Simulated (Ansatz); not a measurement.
Computed with Ansatz, DFT, RPBE, plane waves (420 eV) with PAW, scalar-relativistic. (PAW data from PBE, frozen cores regenerated.)

An element in the diamond structure gives this curve. The cell is scaled uniformly from the relaxed one, with fractional coordinates and shape fixed. Energies are extrapolated to zero smearing, pressures are those at the given smearing. Magnetic state: spin not included.

```tsv
V (Å³/atom)	E − E₀ (meV/atom)	P (GPa)
5.084	132.4	67.63
5.315	54.9	40.67
5.546	12.8	18.40
5.777	0.0	-0.01
6.008	11.3	-15.25
6.239	42.7	-27.85
6.470	90.6	-38.26
```

(1) Which element is it?
A. boron
B. manganese
C. carbon
D. cobalt

Results:

(1) C. Its fit is V₀ = 5.78 Å³/atom, B₀ = 418 GPa, B₀′ = 3.7.
